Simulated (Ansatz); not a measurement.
Below is a relaxed structure of AlGa5As6. The cell was found from a structure generator's guess, not taken from experiment.

All numbers below come from Ansatz 0.2.0, DFT PBE, scalar-relativistic, plane waves, PAW. Cutoff 420 eV, Γ-centred mesh, Gaussian smearing, no spin polarisation.

```yaml
crystal:
  lattice:
    - [7.01079, 0.00000, 0.00000]
    - [-3.50539, 6.07152, 0.00000]
    - [0.00000, 0.00000, 6.67134]
  atoms:
    - { symbol: Al, position: [0.00000, 0.00000, 0.00056] }
    - { symbol: Ga, position: [0.66667, 0.33333, 0.00080] }
    - { symbol: Ga, position: [0.33333, 0.66667, 0.00080] }
    - { symbol: Ga, position: [0.33323, 0.00000, 0.50127] }
    - { symbol: Ga, position: [0.00000, 0.33323, 0.50127] }
    - { symbol: Ga, position: [0.66677, 0.66677, 0.50127] }
    - { symbol: As, position: [0.00000, 0.00000, 0.37373] }
    - { symbol: As, position: [0.66667, 0.33333, 0.37517] }
    - { symbol: As, position: [0.33333, 0.66667, 0.37517] }
    - { symbol: As, position: [0.33267, 0.00000, 0.87532] }
    - { symbol: As, position: [0.00000, 0.33267, 0.87532] }
    - { symbol: As, position: [0.66733, 0.66733, 0.87532] }
```

Energies over the elements count from the elements' standard structures at the same level, with no fitted energy shifts.

(1) Find its symmetry and describe it.

(2) What is its formation energy per atom?

(3) Is it a metal?

Results:

(1) P31m (No. 157), with Al and Ga ordered on wurtzite sites. Conventional cell: a = 7.011 Å, c = 6.671 Å. Al has 4 As at 2.48–2.49 Å; Ga on a site of symmetry 3 is surrounded by 4 As at 2.48–2.50 Å; Ga on a site of symmetry m has 4 As at 2.48–2.50 Å; around As on a site of symmetry 3m lie 3 Ga at 2.49 Å and 1 Al at 2.49 Å; 2 more sites not described.

(2) −0.362 eV/atom. A negative formation energy is needed for stability but isn't enough: competing phases decide.

(3) No, the gap on the 6×6×6 mesh is 0.39 eV.

The last run used a 6×6×6 mesh for its 12-atom cell and Gaussian smearing of 0.02 eV. Kohn–Sham gaps at this level usually fall short of measured ones. The reference form of As is held partly by dispersion forces, which this level lacks. Small gaps are read on the mesh alone, and bands can cross between its points. Symmetry constrained the relaxation, so the result can be a saddle point.
